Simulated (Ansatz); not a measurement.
Polymorphs of YAu, each relaxed with r²SCAN (plane waves, PAW; program Ansatz):

A: Cmcm
a = 3.7392 Å, b = 10.9781 Å, c = 4.6343 Å, α = β = γ = 90.00°

```json
[
 {"atom": "Y", "site": "4c", "symmetry": "m2m", "x": "0.0000", "y": "0.1384", "z": "0.7500"},
 {"atom": "Au", "site": "4c", "symmetry": "m2m", "x": "0.0000", "y": "0.5876", "z": "0.2500"}
]
```

B: CsCl type (Pm-3m)
a = 3.5844 Å, b = 3.5844 Å, c = 3.5844 Å, α = 90.00°, β = 90.00°, γ = 90.00°

```
atom  site  symmetry       x       y       z
----  ----  --------  ------  ------  ------
Au      1a      m-3m  0.0000  0.0000  0.0000
Y       1b      m-3m  0.5000  0.5000  0.5000
```

**Question.** Put the candidates in order of energy per atom at 0 K, lowest first, for r²SCAN.

**Answer.** A (+0 meV/atom), B (+44 meV/atom)

Standing as an ambient phase not checked: A; B. All cells were relaxed under the symmetry of their starts (and spin orders); stability against distortions was not tested throughout. Rows with no word on spin ran without spin polarisation. Spin–orbit coupling is left out wherever it is not named.

Energies hold the estimated change up to a 700 eV cutoff; steps of a few meV lie near the error of the meshes.

Potentials: the later of the program's two PAW sets.
